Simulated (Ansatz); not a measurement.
AlSn$_{2}$Sb:
```xyz
4
Lattice="2.2913 1.3229 7.4085 -2.2913 1.3229 7.4085 0.0000 -2.6458 7.4085" Properties=species:S:1:pos:R:3 pbc="T T T"
Al     0.0000     0.0000    22.0396
Sb     0.0000     0.0000     2.5746
Sn     0.0000     0.0000    11.2521
Sn     0.0000     0.0000    14.1416
```

Relaxed with PBE. Special points in fractions of this cell's reciprocal vectors: Γ (0.000, 0.000, 0.000); T (0.500, 0.500, 0.500); H2 (0.812, 0.188, 0.500); H0 (0.500, -0.188, 0.188); L (0.500, 0.000, 0.000); S0 (0.344, -0.344, 0.000); S2 (0.656, 0.000, 0.344); F (0.500, 0.000, 0.500).

Task: List the band energies nearest the Fermi level at these points for the program Ansatz at the PBE level (PAW).

Result: In eV from the Fermi level; about four levels below and three above (degenerate sets whole), none deeper than 8.9 eV; points with the same levels are listed once.

```csv
k,below,above
Γ,-1.41 -1.41 -1.00 -0.20,0.27 0.27 1.19
T,-1.30 -1.30 -0.15 -0.15,0.15 1.11 2.43 2.43
H2,-3.58 -2.73 -2.00 -1.76,1.07 1.55 3.18
L,-3.13 -2.75 -2.38 -1.20,0.99 1.73 3.09
S0,-3.64 -2.69 -2.15 -1.72,0.98 2.12 2.73
F,-2.32 -1.15 -0.73 -0.29,0.71 1.43 2.74
```

Space group R3m. The start of the workflow was typed in or built on a structure type; neither database checked (COD, Materials Project) lists it. Its standing as an ambient phase is unchecked. Symmetry was held in the PBE relaxation; its stability against distortions is not shown here. The volume moved by 37 % from the start of the relaxation. Scalar-relativistic: spin–orbit coupling is off unless named, which matters more the heavier the elements.

Potentials: the earlier of the program's two PAW sets.
